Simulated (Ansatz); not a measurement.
The end of the path is a generated cell of LaHO2: the first start was made by placing the elements on the sites of a structure type, and the end was not matched to a known phase here, so it may be hypothetical.

A geometry of LaHO2 away from equilibrium: the start of the relaxation of a generated cell, LaHO2 placed in the AFLOW prototype AB2C_oC16_63_c_2c_c (as in SrCuO2). Calculation: PBE (plane waves to 420 eV, PAW, scalar-relativistic; Ansatz, a program for electronic structure). Γ-centred k-mesh 7×7×6 on the run's cell (coarser than for final values), Fermi–Dirac smearing 0.05 eV.

```xyz
8
Lattice="1.7480 -7.9859 0.0000 1.7480 7.9859 0.0000 0.0000 0.0000 3.8295" Properties=species:S:1:pos:R:3:forces:R:3 pbc="T T T" free_energy=-14803.557 pressure_GPa=-5.9
H      1.7480    -7.0102     2.8721    0.0000   -1.4018    0.0000
H      1.7480     7.0102     0.9574    0.0000    1.4018    0.0000
O      1.7480     7.0947     2.8721    0.0000   -1.3455    0.0000
O      1.7480    -7.0947     0.9574    0.0000    1.3455    0.0000
O      1.7480    -5.1238     2.8721    0.0000    1.5137    0.0000
O      1.7480     5.1238     0.9574    0.0000   -1.5137    0.0000
La     1.7480    -2.6999     2.8721    0.0000    4.5710    0.0000
La     1.7480     2.6999     0.9574    0.0000   -4.5710    0.0000
```

Positions in Å, forces in eV/Å, free energy of the cell in eV (comparable only within this code, potentials and settings). Largest force: 4.57 eV/Å, on La7, La8 (atoms numbered as listed); the geometry lies 0.94 eV/atom above the end of its relaxation.

No spin polarisation in the result. No dispersion correction is included, so spacings between layers, chains or molecules are soft and tend to come out too large.

The run could not lose the symmetry of its start: the end is stationary, and may be a saddle point rather than a minimum.
